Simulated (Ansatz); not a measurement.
In plane-wave PAW PBEsol (Ansatz code), MoP in the hexagonal phase (P-6m2; Mo on 1a, P on 1f) relaxes to a = 3.207 Å, c = 3.173 Å. P has 6 nearest neighbours from 2.44 Å (trigonal prismatic). Against the elements it lies at -0.76 eV/atom, with no fitted shifts.

Electronic character: metallic (no gap). Gap from PBEsol with spin–orbit coupling: none (metallic).

The bulk modulus is 233 GPa. The relaxed-ion elastic constants in GPa are C11 = 364, C12 = 132, C13 = 168, C33 = 515, C44 = 184. The elastic constants imply a Debye temperature near 602 K. Bader charges are Mo +0.70, P -0.70 e.

The cell was relaxed with PBEsol under the symmetry of its start. No spin polarisation was allowed. As this level gives no gap, shear constants depend on the k-mesh and smearing (Fermi–Dirac, 0.1 eV here). The references are the lowest solids computed at this level, not always the standard phases. Scalar-relativistic: spin–orbit coupling is off unless named, which matters more the heavier the elements.

Potentials: the later of the program's two PAW sets.
